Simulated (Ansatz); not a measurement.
Consider the following.

RuS2:
```cif
data_Ru4S8
_chemical_formula_sum 'Ru4 S8'
_space_group_name_H-M_alt 'Pa-3'
_space_group_IT_number 205
_space_group_name_Hall '-P 2ac 2ab 3'
_cell_length_a 5.63192
_cell_length_b 5.63192
_cell_length_c 5.63192
_cell_angle_alpha 90.000
_cell_angle_beta 90.000
_cell_angle_gamma 90.000
loop_
_atom_site_label
_atom_site_type_symbol
_atom_site_symmetry_multiplicity
_atom_site_Wyckoff_symbol
_atom_site_fract_x
_atom_site_fract_y
_atom_site_fract_z
_atom_site_occupancy
Ru1 Ru 4 a 0.00000 0.00000 0.00000 1
S1 S 8 c 0.38791 0.38791 0.38791 1
```

This is the r²SCAN-relaxed structure.

### Question
All from r²SCAN (plane waves, PAW; program Ansatz), unless another level is named. Give the band gap.

### Answer
0.88 eV (indirect).

### Question
Next, the electron effective mass with spin–orbit coupling?

### Answer
0.37 mₑ (isotropic).

Symmetry was held in the r²SCAN relaxation; phonons on a q-mesh show no instability. The run is not spin-polarised. Scalar-relativistic: spin–orbit coupling is off unless named, which matters more the heavier the elements.

Potentials: the later of the program's two PAW sets.
